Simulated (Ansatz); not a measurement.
AlNi3:
```
AlNi3
1.0
    0.00000     2.76798     2.76798
    2.76798     0.00000     2.76798
    2.76798     2.76798     0.00000
Al Ni
1 3
Cartesian
  2.76798   2.76798   2.76798
  1.38399   1.38399   1.38399
  4.15198   4.15198   4.15198
  0.00000   0.00000   0.00000
```

Relaxed with LDA. Special points in fractions of this cell's reciprocal vectors: Γ (0.000, 0.000, 0.000); X (0.500, 0.000, 0.500); U (0.625, 0.250, 0.625); K (0.375, 0.375, 0.750); L (0.500, 0.500, 0.500); W (0.500, 0.250, 0.750).

List the band energies nearest the Fermi level at these points for DFT-LDA in the program Ansatz with PAW potentials.

In eV from the Fermi level; about four levels below and three above (degenerate sets whole), none deeper than 8.9 eV; points with the same levels are listed once.

```
k                          below                above
-  -----------------------------  -------------------
Γ        -0.59 -0.59 -0.53 -0.53       5.57 5.57 5.57
X        -0.37 -0.37 -0.37 -0.04      4.40 4.91 12.89
U        -0.81 -0.35 -0.35 -0.32       0.12 0.76 4.74
L  -0.68 -0.68 -0.50 -0.50 -0.15  4.43 4.43 4.99 4.99
W        -0.56 -0.12 -0.01 -0.01       7.77 7.78 7.78
```

Space group Fm-3m. The workflow started from a Materials Project entry (that database holds measured and hypothetical structures alike); the Crystallography Open Database copy checked does not list it. With Al and Ni taken as one species the cell has the higher symmetry Im-3m, so it may be an ordered model of a mixed-site phase. It is not the phase usual at ambient conditions (space group No. 221). The LDA relaxation kept the symmetry of its start. At this level the phase is mechanically unstable. The run is not spin-polarised.

Potentials: the later of the program's two PAW sets.
